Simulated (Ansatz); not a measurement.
Starting cell, Ta (bcc, W type):

```
CELL_PARAMETERS angstrom
     -3.30510     3.30510     3.30510
      1.65255    -1.65255     1.65255
      1.65255     1.65255    -1.65255
ATOMIC_POSITIONS crystal
  Ta 0.00000 0.00000 0.00000
  Ta 0.50000 0.00000 0.00000
```

A phonon eigenvector at N = (0.5, 0.0, 0.0) is frozen into this cell: atom i moves by Q times the vector below, so Q is the largest atomic displacement, in Å. The cell is held. (q is in reciprocal vectors of the primitive cell; the cell shown is doubled to hold the pattern.)

| atom | x | y | z |
|---|---|---|---|
| Ta1 | 1.000 | 0.000 | 0.000 |
| Ta2 | -1.000 | 0.000 | 0.000 |

Level of theory: r2SCAN (plane waves to 500 eV, PAW, scalar-relativistic; Ansatz, an electronic-structure program). k mesh 10×20×20 (Γ-centred), Fermi-Dirac smearing 0.05 eV. Energies are smeared free energies. With partly filled bands, energies and forces of such displacements shift with the k mesh and the smearing. Spin-orbit coupling is left out, though Ta is heavy. Ta is run without spin polarisation. Ta was relaxed with its symmetry unable to fall. The PAW data are Ansatz's earlier set. ΔE is measured from the undisplaced structure. The last digit holds for this mesh only.

| Q (Å) | ΔE (meV/cell) |
|---|---|
| -0.1000 | 142.6 |
| -0.0833 | 101.1 |
| -0.0667 | 65.9 |
| -0.0500 | 37.6 |
| -0.0333 | withheld |
| -0.0167 | 4.3 |
| 0.0000 | 0.0 |
| 0.0167 | 4.3 |
| 0.0333 | withheld |
| 0.0500 | 37.6 |
| 0.0667 | 65.9 |
| 0.0833 | 101.1 |
| 0.1000 | 142.6 |

Fit an even polynomial form (powers 2, 4) to the given rows and predict ΔE at Q = 0.0333.

Least squares on the 11 given rows: ΔE = (15270)·Q² + (-101400)·Q⁴, in meV/cell with Q in Å; root-mean-square residual 0.04 meV/cell. At 0.0333 the fit gives 16.8 meV/cell; the calculation gives 16.9 meV/cell, so the interpolation is off by -0.1 (-0.6 %). The quadratic term alone would give 16.9 meV/cell.

(For displaced atoms, the force is minus the slope of the energy, and its curvature is a force constant, which sets phonon frequencies.)
